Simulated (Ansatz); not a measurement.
**Cold compression of Ca (diamond type)**

```yaml
crystal:
  lattice:
    - [0.00000, 4.21138, 4.21138]
    - [4.21138, 0.00000, 4.21138]
    - [4.21138, 4.21138, 0.00000]
  atoms:
    - { symbol: Ca, position: [0.87500, 0.87500, 0.87500] }
    - { symbol: Ca, position: [0.12500, 0.12500, 0.12500] }
```

The cell comes from a relaxation on PAW files under the same functional, begun from a prototype that needn't be the stable phase.

Its volume is scaled at fixed shape and fractional positions.

Computed with Ansatz 0.2.0; functional PBEsol, scalar-relativistic. Settings: a Γ-centred 9×9×9 k mesh, Fermi–Dirac smearing of 0.05 eV, no spin polarisation. Methods: LAPW: all electrons, basis error target 1 meV/atom; PAW: frozen-core files, cutoff 420 eV; crystal datasets: all electrons, by PAW datasets that the program makes for each cell; norm-conserving: pseudopotentials, cutoff 925 eV; PAW (cutoff 300 eV): frozen-core files, cutoff 300 eV.

Energies are extrapolated to zero smearing and count from the unscaled cell; pressure is positive in compression; gaps take the mesh and a band path. No temperature or zero-point motion is included.

The PAW files were made under PBE.

| V/V0 | V (Å³/atom) | P LAPW (GPa) | ΔE LAPW (eV/atom) | P PAW − LAPW (GPa) | ΔE PAW − LAPW (meV/atom) |
| --- | --- | --- | --- | --- | --- |
| 1.00 | 74.69 | 0.03 | 0.000 | 0.00 | 0.0 |
| 0.95 | 70.96 | 0.27 | 0.004 | 0.00 | 0.0 |
| 0.85 | 63.49 | 0.87 | 0.031 | 0.00 | 0.0 |
| 0.75 | 56.02 | 1.58 | 0.087 | 0.00 | 0.0 |
| 0.65 | 48.55 | 2.43 | 0.181 | 0.00 | 0.0 |
| 0.55 | 41.08 | ? | 0.316 | 0.00 | 0.0 |
| 0.45 | 33.61 | 4.67 | 0.513 | 0.00 | 0.1 |
| 0.40 | 29.88 | 4.90 | 0.622 | 0.00 | 0.2 |

Question: Fill in "P LAPW (GPa)" for the row "0.55".

Answer: 3.64.

Question: From the table, what is the rise of the enthalpy H = E + pV up to the last row, and how stiff is the crystal between the last two rows?

Answer: ΔH = 0.622 eV + (4.90 GPa × 29.88 Å³ − 0.03 GPa × 74.69 Å³) × 0.006242 eV/(GPa·Å³) = 1.52 eV/atom, of which pV makes 59 %. The mean bulk modulus there is −ΔP/Δln V = 1.94 GPa.

Question: At the smallest volume, how far do crystal datasets and norm-conserving and PAW (cutoff 300 eV) lie from LAPW in pressure?

Answer: crystal datasets: 0.00 GPa; norm-conserving: -0.05 GPa; PAW (cutoff 300 eV): +0.05 GPa, on a LAPW pressure of 4.90 GPa.
